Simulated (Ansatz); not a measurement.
Relaxed-ion elastic tensor of SrN$_{2}$ (MoSi2 or CaC2 type, I4/mmm) in GPa (Voigt order), PBEsol in the plane-wave PAW code Ansatz; density 4.35 g/cm³, 14.71 Å³ per atom.

```
 108  69.1  18.9   0.0   0.0   0.0
69.1   108  18.9   0.0   0.0   0.0
18.9  18.9   314   0.0   0.0   0.0
 0.0   0.0   0.0  18.5   0.0   0.0
 0.0   0.0   0.0   0.0  18.5   0.0
 0.0   0.0   0.0   0.0   0.0  60.0
```

Q: Is the crystal mechanically stable?

A: Yes: the smallest eigenvalue of C is 18.5 GPa.

Q: Work out the Voigt, Reuss and Hill averages.

A: K_V = 82.8, K_R = 75.4, K_H = 79.1; G_V = 47.7, G_R = 27.1, G_H = 37.4 GPa.

Q: Give Young's modulus, Poisson's ratio, Pugh's ratio and the universal anisotropy index.

A: E = 9KG/(3K + G) = 96.9 GPa; ν = 0.30; K/G = 2.12 (ductile by the Pugh limit of 1.75); A_U = 5G_V/G_R + K_V/K_R − 6 = 3.90.

Q: Estimate the sound speeds and the Debye temperature.

A: v_l = √((K + 4G/3)/ρ) = 5440 m/s, v_t = √(G/ρ) = 2930 m/s, mean 3270 m/s; Θ = (h/k)(3n/4πV)^(1/3) v_m = 398 K.

Q: How much does each axis shrink under pressure?

A: Linear compressibilities β_i = Σ_j S_ij (j = 1 to 3): x 5.4, y 5.4, z 2.5 per TPa.

The workflow started from a Materials Project entry (that database holds measured and hypothetical structures alike); the Crystallography Open Database copy checked does not list it. Its standing as an ambient phase is unchecked. The PBEsol relaxation kept the symmetry of its start; whether a distortion lowers the energy is not shown. As this level gives no gap, shear constants depend on the k-mesh and smearing (Fermi–Dirac, 0.1 eV here).

Potentials: the later of the program's two PAW sets.
